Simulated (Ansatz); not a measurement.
A distorted cell of CdTe (zinc blende):

```
CELL_PARAMETERS angstrom
      0.00000     3.30902     3.30902
      3.30902     0.00000     3.30902
      3.30902     3.30902     0.00000
ATOMIC_POSITIONS crystal
  Te 0.75000 0.75000 0.75000
  Cd 0.00000 0.00000 0.87005
```

These are PBE (plane waves to 420 eV, PAW, scalar-relativistic; Ansatz, a program for electronic structure) values and carry that method's errors. k mesh 7×7×7 (Γ-centred), Fermi-Dirac smearing 0.05 eV. E stands for the smeared free energy. Stress and pressure are positive under compression. CdTe was relaxed with its symmetry unable to fall. Spin-orbit coupling is left out, though Te is heavy.

### Question
What forces act on the atoms (eV/Å, Cartesian)?

### Answer
```
atom      Fx      Fy      Fz
----  ------  ------  ------
Te1   -2.328  -2.328  -2.698
Cd2    2.328   2.328   2.698
```

### Question
Give the stress tensor in GPa and the pressure.

### Answer
```
   3.75     5.19     6.94
   5.19     3.75     6.94
   6.94     6.94     8.12
```
The pressure, a third of the trace, is 5.21 GPa.

### Question
In it atom 2 sits (-0.430, -0.430, 0.000) Å away from its relaxed site. What is its energy relative to the relaxed cell?

### Answer
847 meV/cell.

(A displaced cell: forces are minus the slopes of the energy, force constants its curvatures, and phonons follow from these.)
